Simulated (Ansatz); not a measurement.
MnCl2 (R-3m)

Level of theory: PBEsol+U, U_eff = 3.0 eV (Dudarev form) on Mn d, fully localised double counting, collinear spin, scalar-relativistic, 420 eV, PAW set soft_2 (made for PBE), 6×6×6 mesh, Gaussian smearing of 0.05 eV; plane-wave PAW code Ansatz.

```
Mn Cl
1.0
     1.84300    1.06406    5.82333
    -1.84300    1.06406    5.82333
     0.00000   -2.12811    5.82333
Mn Cl
1 2
Direct
  0.00000 0.00000 0.00000
  0.25000 0.25000 0.25000
  0.75000 0.75000 0.75000
```

The structure is that of a cell as deposited in COD, unrelaxed.

Cell and atoms stay fixed. Atoms count from 1 in the text and from 0 in parts of the program's output.

Two runs on this cell converged from different starts. The ends of their outputs, energies left out (λ are the eigenvalues of a shell's occupation matrix):

Run A:

```
Magnetization: 5.0000 μB (17.0000 up, 12.0000 down)
Absolute magnetization: 5.0000 μB (∫|ρ↑−ρ↓|, with the PAW one-centre terms)
Per-site moments (μB) at R_I (Å): [(4.48869, 1.06360), (0.07063, 1.06360), (0.07063, 1.06360)]
Fermi energy:    5.767664 eV
--- Forces (eV/Å), atoms counted from 1 ---
  atom   1  Mn     0.00000000     0.00000000     0.00000000
  atom   2  Cl     0.00000000     0.00000000     0.54616919
  atom   3  Cl     0.00000000     0.00000000    -0.54616919
--- Stress (GPa, compression-positive) ---
       -1.657451       0.000000       0.000000
        0.000000      -1.657451       0.000000
        0.000000       0.000000      -2.411884
  P = ⅓ Tr σ = -1.9089 GPa (-19.089 kbar)
--- Löwdin populations: 3 sites ---
  site symbol       q [e]    m [muB]
     0     Mn     13.7908     4.7641
     1     Cl      7.5250     0.1027
     2     Cl      7.5250     0.1027
--- Occupation matrices: 1 shell (run DFT+U table (all-electron-ortho-atomic); ε = 1.70e-4) ---
  Mn0 d_3D up     Tr n = 4.9886  λ = 0.997 0.997 0.998 0.998 0.998
  Mn0 d_3D dn     Tr n = 0.2626  λ = 0.021 0.022 0.022 0.098 0.098
```

Run B:

```
Magnetization: 3.0000 μB (16.0000 up, 13.0000 down)
Absolute magnetization: 3.1554 μB (∫|ρ↑−ρ↓|, with the PAW one-centre terms)
Per-site moments (μB) at R_I (Å): [(2.82109, 1.06360), (-0.01989, 1.06360), (-0.01989, 1.06360)]
Fermi energy:    5.115508 eV
--- Forces (eV/Å), atoms counted from 1 ---
  atom   1  Mn     0.00000000     0.00000000     0.00000000
  atom   2  Cl     0.00000000     0.52213887     1.14251217
  atom   3  Cl     0.00000000    -0.52213887    -1.14251217
--- Stress (GPa, compression-positive) ---
       -9.282029       0.000000       0.000000
        0.000000      -4.084024      -3.527999
        0.000000      -3.527816      -6.650141
  P = ⅓ Tr σ = -6.6721 GPa (-66.721 kbar)
--- Löwdin populations: 3 sites ---
  site symbol       q [e]    m [muB]
     0     Mn     13.9952     3.0255
     1     Cl      7.4295    -0.0199
     2     Cl      7.4295    -0.0199
--- Occupation matrices: 1 shell (run DFT+U table (all-electron-ortho-atomic); ε = 2.00e-2, under-converged) ---
  Mn0 d_3D up     Tr n = 4.2344  λ = 0.250 0.995 0.996 0.997 0.997
  Mn0 d_3D dn     Tr n = 1.2382  λ = 0.021 0.021 0.099 0.109 0.988
```

**Question.** Which run lies higher in energy, by how much, and why?

**Answer.** Run B, by 693.7 meV/atom. Run B has 5 d electrons in filled orbitals, 3 of them unpaired, the intermediate-spin filling (Hund's first rule gives 5 unpaired), a gap of 0.67 eV and a whole-number cell moment of 3 μB, as a collinear insulator must have; run A has 5 d electrons in filled orbitals, 5 of them unpaired, the high-spin filling, a gap of 3.33 eV and a whole-number cell moment of 5 μB, as a collinear insulator must have. Run B kept 4 symmetry operations, run A 12. Flag on run B: occupations loosely converged. On Mn1, N↑ − N↓ is 3.00 in size in run B against 4.73 in run A: with fewer parallel spins, run B lacks part of the exchange energy behind Hund's first rule. With J = 0 the Hubbard energy is (U/2) Σ λ(1 − λ), a penalty on fractional natural occupations. The sums Σ λ(1 − λ) over the cell's shells are 0.25 for run A and 0.44 for run B, which at U/2 = 1.50 eV give 0.38 and 0.66 eV per cell. Of the difference of 2.08 eV per cell, the Hubbard term gives 0.28 eV and all other terms 1.80 eV, so the Hubbard term itself makes little of it, though U shapes both states. The other terms are taken on each state's own density, so they aren't the result of a run without U.

With one Mn ion in the cell, Mn moments can't oppose each other.

In the lower state the fixed cell carries a pressure of -1.9 GPa and forces up to 0.55 eV/Å; relaxing would change energies and could change the order of close states.

Run B started from: random orbitals: single harmonics, lower spin (4+1 electrons), moments Mn1 3.00 μB, occupations held until the density converged. Run A started from atoms, symmetry kept, no search, moments Mn1 5.00 μB. At this level the cell was started in 6 ways. Run A holds the lowest state found for this cell, which doesn't make it the ground state. The value of U was drawn from a range and not derived for this compound; another value can change gaps, moments and the order of states. The program marks an occupation table as loosely converged. A gap on the mesh alone may shrink between mesh points.
